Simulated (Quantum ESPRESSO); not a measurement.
Kohn-Sham bands of Rb2HgF4 (I4/mmm)

```yaml
crystal:
  lattice:
    - [0.00000, -4.58320, 0.00000]
    - [4.58320, 0.00000, 0.00000]
    - [-2.29160, 2.29160, 6.88309]
  atoms:
    - { symbol: Rb, position: [0.35914, 0.35914, 0.71828] }
    - { symbol: Rb, position: [0.64086, 0.64086, 0.28172] }
    - { symbol: Hg, position: [0.00000, 0.00000, 0.00000] }
    - { symbol: F, position: [0.16384, 0.16384, 0.32768] }
    - { symbol: F, position: [0.83616, 0.83616, 0.67232] }
    - { symbol: F, position: [0.00000, 0.50000, 0.00000] }
    - { symbol: F, position: [0.50000, 0.00000, 0.00000] }
```

Cell from Materials Project (mp-8962), symmetrised, no further relaxation. Not found in the COD (Crystallography Open Database) copy used; not checked further. Computed values, not measurements, from LDA: Quantum ESPRESSO (norm-conserving PseudoDojo potentials, cutoff 68 Ry, no spin polarisation, no spin-orbit coupling) on a Γ-centred 4×4×4 mesh, then Wannier90. Density: 8×8×8 mesh, cold smearing 0.01 Ry. Spin-orbit coupling is left out although heavy elements are present.

Energies are relative to the valence-band maximum; weights are on the orthonormalised atomic waves of the pseudopotential files, averaged over the group. 66 electrons a cell are treated as valence.

Into which isolated groups do the bands fall, where do they lie and what are they made of?


```csv
bands,from (eV),to (eV),filling,weight on atomic waves
1,-112.51,-112.51,filled,Hg 5s 99 %
2–4,-60.76,-60.73,filled,Hg 5p 100 %
5–6,-24.46,-24.39,filled,Rb 4s 98 %
7–8,-21.03,-20.86,filled,F 2s 95 %
9–10,-20.20,-20.14,filled,F 2s 96 %
11–16,-8.81,-8.37,filled,Rb 4p 97 %
17–33,-6.20,0.00,filled,"F 2p 67 %, Hg 5d 29 %"
```

The Kohn-Sham gap over both meshes and the path is 1.66 eV.
